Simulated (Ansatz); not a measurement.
**Sb: tetragonal deformation path**

Method: DFT PBEsol, scalar-relativistic, plane waves, PAW (Ansatz 0.2.0). The runs took a 420 eV cutoff, a Γ-centred 20×20×20 mesh and Gaussian smearing (0.15 eV). No spin polarisation. Energies are free energies at this smearing, counted from the undisturbed cell; pressure is positive in compression.

The starting cell (as given, not relaxed at this level; it stands at -1.2 GPa; this fcc form isn't the usual structure):

```yaml
crystal:
  lattice:
    - [0.00000, 2.37124, 2.37124]
    - [2.37124, 0.00000, 2.37124]
    - [2.37124, 2.37124, 0.00000]
  atoms:
    - { symbol: Sb, position: [0.00000, 0.00000, 0.00000] }
```

At fixed volume and fractional coordinates, lengths along (0.000, 0.000, 1.000) are scaled against those across it; ρ is that ratio over its starting value. The cell is metallic on the mesh throughout. At ρ = 0.707 the cell becomes cubic (Im-3m), and there the slope of the energy vanishes by symmetry.

| ρ | ΔE (meV/atom) | pressure (GPa) |
| --- | --- | --- |
| 0.707 | -86.5 | -1.8 |
| 0.850 | -36.1 | -1.4 |
| 1.000 | 0.0 | -1.2 |
| 1.200 | ? | ? |
| 1.414 | 30.7 | 2.2 |

Give the withheld values.

ΔE (meV/atom) at ρ = 1.200: -15.4; pressure (GPa) at ρ = 1.200: -0.6.